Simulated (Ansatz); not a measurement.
TiAu:
```cif
data_Au2Ti2
_chemical_formula_sum 'Ti2 Au2'
_space_group_name_H-M_alt 'P 1'
_space_group_IT_number 1
_cell_length_a 3.30548
_cell_length_b 3.30548
_cell_length_c 6.01388
_cell_angle_alpha 90.000
_cell_angle_beta 90.000
_cell_angle_gamma 90.000
loop_
_space_group_symop_operation_xyz
  'x, y, z'
loop_
_atom_site_label
_atom_site_type_symbol
_atom_site_fract_x
_atom_site_fract_y
_atom_site_fract_z
_atom_site_occupancy
Ti1 Ti 0.00000 0.50000 0.86449 1
Ti2 Ti 0.50000 0.00000 0.13551 1
Au1 Au 0.00000 0.50000 0.36102 1
Au2 Au 0.50000 0.00000 0.63898 1
```

Relaxed with PBEsol.

Which orbitals make up the states near the Fermi level in PBEsol (plane waves, PAW; program Ansatz)?

Within 0.5 eV of the Fermi level: Ti 3d 70 %, Au 5d 6 %, outside the projected shells 17 %. Projections are on Löwdin-orthogonalised atomic valence shells; empty p or d shells of many metals are not among them.

Tabulate the density of states.

States/eV per cell of 4 atoms, in 0.25 eV bins, energy from the Fermi level.

| E (eV) | total | Au 5d | Ti 3d | Au 6s |
|---|---|---|---|---|
| -7.85 | 0.51 | 0.04 | 0.02 | 0.33 |
| -7.60 | 0.58 | 0.08 | 0.02 | 0.36 |
| -7.35 | 0.73 | 0.16 | 0.04 | 0.41 |
| -7.10 | 1.14 | 0.43 | 0.07 | 0.52 |
| -6.85 | 2.44 | 1.50 | 0.15 | 0.66 |
| -6.60 | 5.81 | 4.42 | 0.26 | 0.76 |
| -6.35 | 3.97 | 3.28 | 0.16 | 0.35 |
| -6.10 | 7.94 | 7.31 | 0.22 | 0.17 |
| -5.85 | 6.54 | 5.67 | 0.31 | 0.14 |
| -5.60 | 4.42 | 3.87 | 0.25 | 0.08 |
| -5.35 | 7.12 | 6.24 | 0.45 | 0.11 |
| -5.10 | 7.71 | 6.66 | 0.60 | 0.12 |
| -4.85 | 4.72 | 3.92 | 0.34 | 0.11 |
| -4.60 | 4.09 | 3.29 | 0.26 | 0.10 |
| -4.35 | 6.31 | 5.20 | 0.46 | 0.19 |
| -4.10 | 8.91 | 7.70 | 0.57 | 0.25 |
| -3.85 | 7.49 | 6.70 | 0.46 | 0.15 |
| -3.60 | 3.80 | 3.34 | 0.17 | 0.16 |
| -3.35 | 1.98 | 1.44 | 0.14 | 0.22 |
| -3.10 | 1.64 | 0.86 | 0.22 | 0.32 |
| -2.85 | 1.60 | 0.63 | 0.34 | 0.39 |
| -2.60 | 1.85 | 0.49 | 0.58 | 0.48 |
| -2.35 | 3.02 | 0.76 | 1.13 | 0.88 |
| -2.10 | 0.39 | 0.10 | 0.11 | 0.12 |
| -1.85 | 0.53 | 0.11 | 0.16 | 0.09 |
| -1.60 | 1.06 | 0.17 | 0.46 | 0.10 |
| -1.35 | 2.42 | 0.32 | 1.33 | 0.15 |
| -1.10 | 3.71 | 0.42 | 2.24 | 0.17 |
| -0.85 | 6.31 | 0.46 | 4.96 | 0.13 |
| -0.60 | 5.20 | 0.32 | 3.96 | 0.17 |
| -0.35 | 2.71 | 0.16 | 1.87 | 0.11 |
| -0.10 | 2.15 | 0.13 | 1.45 | 0.10 |
| 0.15 | 2.03 | 0.12 | 1.32 | 0.07 |
| 0.40 | 2.13 | 0.14 | 1.66 | 0.06 |
| 0.65 | 4.32 | 0.22 | 3.88 | 0.03 |
| 0.90 | 5.25 | 0.42 | 4.60 | 0.05 |
| 1.15 | 3.98 | 0.33 | 3.43 | 0.06 |
| 1.40 | 5.35 | 0.41 | 4.66 | 0.10 |
| 1.65 | 6.14 | 0.36 | 5.37 | 0.09 |
| 1.90 | 8.29 | 0.42 | 7.20 | 0.11 |
| 2.15 | 3.17 | 0.16 | 2.68 | 0.07 |
| 2.40 | 4.08 | 0.11 | 3.65 | 0.06 |

Space group P4/nmm. The workflow started from a Materials Project entry (that database holds measured and hypothetical structures alike); the Crystallography Open Database copy checked does not list it. COD files the formula under space group No. 221. Its standing as an ambient phase is unchecked. The cell was relaxed with PBEsol under the symmetry of its start; its stability against distortions is not shown here. No spin polarisation was allowed. Spin–orbit coupling is left out wherever it is not named.

Potentials: the later of the program's two PAW sets.
